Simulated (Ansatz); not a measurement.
An Ansatz (a quantum-chemistry and plane-wave program) run. Input:

Ansatz 0.2 input:
```yaml
crystal:
  lattice:
    - [6.4538777714, 0.0, 0.0]
    - [0.0, 3.6209243378, 0.0]
    - [0.0, 0.0, 4.9642778659]
  atoms:
    - { symbol: Ti, position: [0.6760433058, 0.25, 0.370681114] }
    - { symbol: Ti, position: [0.3239566942, 0.75, 0.629318886] }
    - { symbol: Ti, position: [0.8239566942, 0.75, 0.870681114] }
    - { symbol: Ti, position: [0.1760433058, 0.25, 0.129318886] }
    - { symbol: Si, position: [0.5442114779, 0.25, 0.8535381552] }
    - { symbol: Si, position: [0.4557885221, 0.75, 0.1464618448] }
    - { symbol: Si, position: [0.9557885221, 0.75, 0.3535381552] }
    - { symbol: Si, position: [0.0442114779, 0.25, 0.6464618448] }
kpoints:
  mp_grid: { grid: [13, 24, 17] }
hamiltonian:
  xc: pbesol
  pseudopotentials: { kind: paw }
scf:
  occupations: { method: fermi_dirac, width: 0.1 }
elastic: { mode: relaxed_ion, stencil: two_point, amplitude: 0.005, f_tol: 0.0005 }
```

Output (shortened):

```
Pseudopotentials: kind: paw
Pseudopotential: Ti, paw, valence charge 12
Pseudopotential: Si, paw, valence charge 4
Functional definition: PBEsol
Crystal: 8 atoms, lattice volume = 116.010 Å³
Basis set: ecut = 420 eV, 2265 PW (Γ), exchange–correlation on 90×50×72 points (8 copies of the dense FFT grid, shifted against one another)
Bands: 40, of which v1, the nominal top of the filled ones, is band 32 counted from 1 (31 counted from 0)
Symmetry: 8 space group operations
Space group: Pnma (ITA 62), of the structure as read, at distance tolerance 4.9e-5 Å
k-points: 819 of 5304
PAW frozen core: Ti, regenerated for the run's functional, and the local potential with it
PAW frozen core: Si, regenerated for the run's functional, and the local potential with it
Initial wavefunctions: pseudopotential atomic-orbital guess
Eigensolver: davidson
Functional: x = pbesol(κ = 0.804, μ = 0.12345679012345678), c = pbesol(β = 0.046)
all-band conjugate gradients solve this SCF's bands
the search or the solves at the SCF's close seem to have found levels that the self-consistency loop had missed (the run counts 3) …
SCF 1 converged in 11 iterations: F = -12388.431157 eV  dr2 = 2.32e-14
relax step   1: F+E_penalty+E_count = -12388.43115730 eV  Δ(F+E_penalty+E_count) = +0.000e0 eV  max|allowed force component| = 1.232e-2 eV/Å  Δτ_max = 0.0000 Å  (11 SCF iters, accepted)
Crystal: 8 atoms, lattice volume = 116.010 Å³
Initial density: handed on by an earlier stage of this run
Initial wavefunctions: pseudopotential atomic-orbital guess (no wavefunctions were taken with the density)
SCF 2 converged in 10 iterations: F = -12388.431196 eV  dr2 = 1.61e-14
relax step   2: F+E_penalty+E_count = -12388.43119559 eV  Δ(F+E_penalty+E_count) = -3.828e-5 eV  max|allowed force component| = 5.069e-3 eV/Å  Δτ_max = 0.0011 Å  (10 SCF iters, accepted)
density extrapolation: transplant  |δρ|_rms = 2.629e-2 e/Å³  SAD shift = 4.981e-4 e/Å³
Crystal: 8 atoms, lattice volume = 116.010 Å³
Initial wavefunctions: those handed on with the density
SCF 3 converged in 7 iterations: F = -12388.431201 eV  dr2 = 6.31e-14
relax step   3: F+E_penalty+E_count = -12388.43120119 eV  Δ(F+E_penalty+E_count) = -5.600e-6 eV  max|allowed force component| = 1.046e-3 eV/Å  Δτ_max = 0.0003 Å  (7 SCF iters, accepted)
density extrapolation: transplant  |δρ|_rms = 2.629e-2 e/Å³  SAD shift = 9.192e-5 e/Å³
Crystal: 8 atoms, lattice volume = 116.010 Å³
SCF 4 converged in 11 iterations: F = -12388.431201 eV  dr2 = 0.0
relax step   4: F+E_penalty+E_count = -12388.43120149 eV  Δ(F+E_penalty+E_count) = -3.028e-7 eV  max|allowed force component| = 1.397e-4 eV/Å  Δτ_max = 0.0001 Å  (11 SCF iters, accepted)
Crystal: 8 atoms, lattice volume = 116.010 Å³
[...]
Crystal: 8 atoms, lattice volume = 116.009 Å³
SCF 49 converged in 11 iterations: F = -12388.429766 eV  dr2 = 2.11e-19
relax step   3: F+E_penalty+E_count = -12388.42976602 eV  Δ(F+E_penalty+E_count) = -3.205e-7 eV  max|allowed force component| = 5.308e-5 eV/Å  Δτ_max = 0.0001 Å  (11 SCF iters, accepted)
Crystal: 8 atoms, lattice volume = 116.009 Å³
SCF 50 converged in 13 iterations: F = -12388.429766 eV  dr2 = 1.76e-19
Crystal: 8 atoms, lattice volume = 116.009 Å³
SCF 51 converged in 10 iterations: F = -12388.429755 eV  dr2 = 6.58e-15
relax step   1: F+E_penalty+E_count = -12388.42975547 eV  Δ(F+E_penalty+E_count) = +0.000e0 eV  max|allowed force component| = 5.345e-3 eV/Å  Δτ_max = 0.0000 Å  (10 SCF iters, accepted)
density extrapolation: transplant  |δρ|_rms = 2.630e-2 e/Å³  SAD shift = 1.589e-3 e/Å³
Crystal: 8 atoms, lattice volume = 116.009 Å³
SCF 52 converged in 8 iterations: F = -12388.429766 eV  dr2 = 8.15e-15
relax step   2: F+E_penalty+E_count = -12388.42976600 eV  Δ(F+E_penalty+E_count) = -1.053e-5 eV  max|allowed force component| = 2.601e-4 eV/Å  Δτ_max = 0.0007 Å  (8 SCF iters, accepted)
Crystal: 8 atoms, lattice volume = 116.009 Å³
SCF 53 converged in 13 iterations: F = -12388.429766 eV  dr2 = 1.40e-19
SCF converged after 13 iterations
Stability not checked: this state was not tested for a lower state beside it, because too few of the mixer's solves of this state at the end of the SCF gave a …
Free energy (F): -12388.431201 eV
Harris-Foulkes:  -12388.431201 eV  (|F-HF|=1.82e-12)
Internal energy: -12388.339727 eV  (E = F + TS)
E sigma→0 (E₀):  -12388.385464 eV
Entropy (-TS):   -0.091475 eV (-11.434 meV/atom)
Fermi energy:    13.142794 eV
--- Per-component energies (eV) ---
  E_band       = -527.931443
  E_kinetic    = 1269.299913
  E_local      = -3674.271378  (includes V_loc(G=0)·N_el)
  E_nonlocal   = 141.753600
  E_hartree    = 1558.257123
  E_xc         = -616.660255
  E_vxc        = -687.945790  (∫ρ·V_xc dr)
  E_paw        = -6086.917306  (= ΣΔE_a)
  E_vpaw       = -693.282482  (= ΣTr[D̂ρ^β])
  E_aug_tail   = 0.000449  (compensation charges beyond the density's cutoff)
  E_ewald      = -4980.485652
  E_core_change = 0.683780  (= ΣΔE_core)
  E_smearing   = -0.091475  (= −TS)
  E_closure    = 0.000000  (closes the sum)
  Σ components = -12388.431201   (vs F -12388.431201, Δ=0.00e0)
--- Forces (eV/Å), atoms counted from 1 ---
  atom   1  Ti    -0.00004095     0.00000000    -0.00001534
  atom   2  Ti     0.00004095     0.00000000     0.00001534
  atom   3  Ti     0.00004095     0.00000000    -0.00001534
  atom   4  Ti    -0.00004095     0.00000000     0.00001534
  atom   5  Si    -0.00013971     0.00000000    -0.00007515
  atom   6  Si     0.00013971     0.00000000     0.00007515
  atom   7  Si     0.00013971     0.00000000    -0.00007515
  atom   8  Si    -0.00013971     0.00000000     0.00007515
  max |Σ_I F_I| component: 3.47e-18 eV/Å
--- Stress (GPa, compression-positive) ---
        0.119187       0.000000       0.000000
        0.000000      -0.048178       0.000000
        0.000000       0.000000       0.145570
  P = ⅓ Tr σ = 0.0722 GPa (0.722 kbar)
  The stress holds the Pulay correction. Without it, at fixed plane waves, as pw.x and ABINIT print it: P = 0.0464 GPa
  The stress includes an estimate of the error left by incomplete SCF convergence (largest component  0.0000 GPa; it does not cover the PAW one-centre terms).
--- Band table (eV; the first three rows and the last of 819) ---
  k-point 0: bands = ["-43.3163", "-43.2955", "-43.2843", "-43.2751", "-19.8100", "-19.8070", "-19.7753", "-19.7462", "-19.7356", "-19.7081", "-19.6953", "-19.6627", "-19.6289", "-19.6258", "-19.6121", "-19.5789", "1.2172", "2.8973", "6.4755", "6.7259", …
  k-point 1: bands = ["-43.3160", "-43.2953", "-43.2846", "-43.2753", "-19.8146", "-19.8025", "-19.7724", "-19.7455", "-19.7387", "-19.7062", "-19.6947", "-19.6634", "-19.6295", "-19.6267", "-19.6121", "-19.5798", "1.2345", "2.8919", "6.4577", "6.7466", …
  k-point 2: bands = ["-43.3153", "-43.2947", "-43.2855", "-43.2757", "-19.8197", "-19.7964", "-19.7647", "-19.7463", "-19.7434", "-19.7027", "-19.6930", "-19.6656", "-19.6311", "-19.6296", "-19.6121", "-19.5823", "1.2859", "2.8744", "6.4081", "6.8076", …
  k-point 818: bands = ["-43.2903", "-43.2903", "-43.2896", "-43.2896", "-19.8160", "-19.8160", "-19.8120", "-19.8120", "-19.7097", "-19.7097", "-19.6984", "-19.6984", "-19.6218", "-19.6218", "-19.6165", "-19.6165", "4.5912", "4.5912", "4.6048", "4.6048", …
  band table: 40 of 40 bands, residual norms ≤ 1.0e-3 eV
--- Elastic constants: 6 strain directions × 2 members + reference (group order 8) ---
  dense FFT box of the reference and of every strained cell: 45×25×36
  strains applied: 11, 22, 33, 23, 13, 12; error gains …
  reference relaxed by the batch: 4 steps …
  largest displacement 1.0e-3 Å; the constants are those of the deck's cell at these positions:
  atoms:
    - { symbol: Ti, position: [0.6761138922720417, 0.25, 0.3708411280104642] }
    - { symbol: Ti, position: [0.3238861077279583, 0.75, 0.6291588719895358] }
    - { symbol: Ti, position: [0.8238861077279583, 0.75, 0.8708411280104642] }
    - { symbol: Ti, position: [0.1761138922720417, 0.25, 0.12915887198953582] }
    - { symbol: Si, position: [0.5441070220482901, 0.25, 0.8536899814467591] }
    - { symbol: Si, position: [0.4558929779517099, 0.75, 0.1463100185532409] }
    - { symbol: Si, position: [0.9558929779517098, 0.75, 0.35368998144675917] }
    - { symbol: Si, position: [0.0441070220482901, 0.25, 0.646310018553241] }
  C = ∂σ_k/∂η_j (tension-positive GPa; Voigt order 11 22 33 23 13 12):
       230.220    120.067     84.842      0.000      0.000      0.000
       119.893    281.361     80.036      0.000      0.000      0.000
        84.832     80.227    324.227      0.000      0.000      0.000
         0.000      0.000      0.000     97.976      0.000      0.000
         0.000      0.000      0.000      0.000    100.706      0.000
         0.000      0.000      0.000      0.000      0.000    158.644
  reference stress σ⁰ (GPa):     -0.119      0.048     -0.146      0.000      0.000      0.000
  moduli (Voigt/Reuss/Hill, GPa): K = 156.19/154.89/155.54   G = 108.19/99.69/103.94   E = 255.01   ν = 0.227
  mechanically stable: yes (min eigenvalue of sym C = 97.98 GPa)
  strain η (Voigt 11):  stress-route row diagonal C_11 = 230.22 GPa, energy-path curvature d²(F+E_count+ΔE)/dδ²/Ω₀ = 230.22 GPa
         δ    σ_11 (GPa)             F (eV)   n_scf  n_hpsi   n_pw
    -5.000e-3      -1.2859      -12388.4286698      12  645273   2282   relax 4 steps, max|allowed force component| 5.74e-6 eV/Å
     5.000e-3       1.0163      -12388.4295675      12  638151   2304   relax 3 steps, max|allowed force component| 8.85e-5 eV/Å
  strain η (Voigt 22):  stress-route row diagonal C_22 = 281.36 GPa, energy-path curvature d²(F+E_count+ΔE)/dδ²/Ω₀ = 281.37 GPa
         δ    σ_22 (GPa)             F (eV)   n_scf  n_hpsi   n_pw
    -5.000e-3      -1.3781      -12388.4288078      12  643449   2288   relax 3 steps, max|allowed force component| 1.62e-4 eV/Å
     5.000e-3       1.4355      -12388.4285032      12  633706   2304   relax 3 steps, max|allowed force component| 9.35e-5 eV/Å
  strain η (Voigt 33):  stress-route row diagonal C_33 = 324.23 GPa, energy-path curvature d²(F+E_count+ΔE)/dδ²/Ω₀ = 324.24 GPa
         δ    σ_33 (GPa)             F (eV)   n_scf  n_hpsi   n_pw
    -5.000e-3      -1.7925      -12388.4277119      12  644388   2282   relax 4 steps, max|allowed force component| 4.06e-5 eV/Å
     5.000e-3       1.4498      -12388.4288232      13  661791   2312   relax 3 steps, max|allowed force component| 1.10e-5 eV/Å
  strain η (Voigt 23):  stress-route row diagonal C_44 = 97.98 GPa, energy-path curvature d²(F+E_count+ΔE)/dδ²/Ω₀ = 98.01 GPa
         δ    σ_23 (GPa)             F (eV)   n_scf  n_hpsi   n_pw
    -5.000e-3      -0.4899      -12388.4303148      12  1116776   2296   relax 3 steps, max|allowed force component| 1.58e-5 eV/Å
     5.000e-3       0.4899      -12388.4303147      12  1114730   2296   relax 2 steps, max|allowed force component| 4.00e-4 eV/Å
  strain η (Voigt 13):  stress-route row diagonal C_55 = 100.71 GPa, energy-path curvature d²(F+E_count+ΔE)/dδ²/Ω₀ = 100.78 GPa
         δ    σ_13 (GPa)             F (eV)   n_scf  n_hpsi   n_pw
    -5.000e-3      -0.5035      -12388.4302902      13  1194741   2293   relax 3 steps, max|allowed force component| 3.37e-4 eV/Å
     5.000e-3       0.5035      -12388.4302902      14  1243881   2293   relax 3 steps, max|allowed force component| 3.14e-4 eV/Å
  strain η (Voigt 12):  stress-route row diagonal C_66 = 158.64 GPa, energy-path curvature d²(F+E_count+ΔE)/dδ²/Ω₀ = 158.67 GPa
         δ    σ_12 (GPa)             F (eV)   n_scf  n_hpsi   n_pw
    -5.000e-3      -0.7932      -12388.4297660      13  1157488   2295   relax 3 steps, max|allowed force component| 5.31e-5 eV/Å
     5.000e-3       0.7932      -12388.4297660      13  1156771   2295   relax 2 steps, max|allowed force component| 2.60e-4 eV/Å
```

Cost: around 2.5 core-hours (rough) on shared cores.

The first step of the workflow began from a Materials Project structure, measured or hypothetical; the Crystallography Open Database copy checked does not list it. COD files the formula under space group No. 25, so this cell is another polymorph or a model. Whether it is the stable phase at ambient conditions was not checked. The cell was relaxed with PBEsol under the symmetry of its start; of distortions, only those at the zone centre were tested. The run is not spin-polarised. As this level gives no gap, shear constants depend on the k-mesh and smearing (Fermi–Dirac, 0.1 eV here).

Potentials: the later of the program's two PAW sets.

Ansatz is a plane-wave DFT program.
